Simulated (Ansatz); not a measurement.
## Is this Li₂H structure stable?

It was reached by relaxing an invented guess, and it needn't be the stable form of this composition.

These are results of Ansatz 0.2.0, DFT PBE, scalar-relativistic, plane waves, PAW, not measurements. The final run on the 3-atom cell used 420 eV, a Γ-centred 18×18×18 mesh, 0.10 eV smearing and no spin polarisation.

```
CELL_PARAMETERS angstrom
1.40493 0.81114 5.11378
-1.40493 0.81114 5.11378
0.00000 -1.62227 5.11378
ATOMIC_POSITIONS crystal
Li 0.91847 0.91847 0.91847
Li 0.08151 0.08151 0.08151
H 0.33305 0.33305 0.33305
```

Formation energies are uncorrected and refer to the elements' standard structures at the same level (H₂ as a molecule).

Task: These tests were run: energy against the elements; random kick, then relaxation without symmetry; phonons at Γ; elastic tensor. What do they show?

Result:

```csv
test,result
energy against the elements,−0.20 eV/atom
"random kick, then relaxation without symmetry",returns
phonons at Γ,lowest optical mode 113 cm⁻¹
elastic tensor,least eigenvalue 4 GPa
```

It fails none of these tests outright. Whether a mixture of other phases lies lower isn't tested here. Phonons away from Γ weren't computed. Undecided within the accuracy: elastic tensor.

The cell is a metal run without spin; a magnetic state may lie lower. With hydrogen, zero-point motion can shift formation energies by some tens of meV/atom. The kick test ran on a coarse mesh. The run for the phonons used an 18×18×18 k mesh and Fermi–Dirac smearing of 0.15 eV. The run for the elastic tensor used an 18×18×18 k mesh and Fermi–Dirac smearing of 0.15 eV.
